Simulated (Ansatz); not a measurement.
NbRu:
```
CELL_PARAMETERS angstrom
      0.00000     2.56711     2.56711
      2.56711     0.00000     2.56711
      2.56711     2.56711     0.00000
ATOMIC_POSITIONS crystal
  Ru 0.00000 0.00000 0.00000
  Nb 0.50000 0.50000 0.50000
```

Relaxed with PBEsol. Special points in fractions of this cell's reciprocal vectors: Γ (0.000, 0.000, 0.000); X (0.500, 0.000, 0.500); U (0.625, 0.250, 0.625); K (0.375, 0.375, 0.750); L (0.500, 0.500, 0.500); W (0.500, 0.250, 0.750).

List the band energies nearest the Fermi level at these points for DFT-PBEsol in the program Ansatz with PAW potentials.

In eV from the Fermi level; about four levels below and three above (degenerate sets whole), none deeper than 8.9 eV; points with the same levels are listed once.

| k | below | above |
|---|---|---|
| Γ | -4.54 -4.54 -4.10 -4.10 -4.10 | 3.50 3.50 3.50 |
| X | -3.70 -2.66 -0.68 -0.68 | 0.05 2.03 2.03 |
| U | -2.86 -2.59 -2.51 -1.14 | 0.89 1.92 2.19 |
| L | -0.99 -0.99 -0.76 -0.76 | 1.36 1.43 1.43 |
| W | -3.30 -3.18 -1.01 -0.65 | 0.13 1.89 1.89 |

Space group Fm-3m (rock salt). The start of the workflow was typed in or built on a structure type; neither database checked (COD, Materials Project) lists it. COD files the formula under space group No. 123, 221. Its standing as an ambient phase is unchecked. Symmetry was held in the PBEsol relaxation. At this level the phase is mechanically unstable. The run is not spin-polarised. Its formation energy is positive at this level, so the cell may be metastable or incomplete. Scalar-relativistic: spin–orbit coupling is off unless named, which matters more the heavier the elements.

Potentials: the later of the program's two PAW sets.
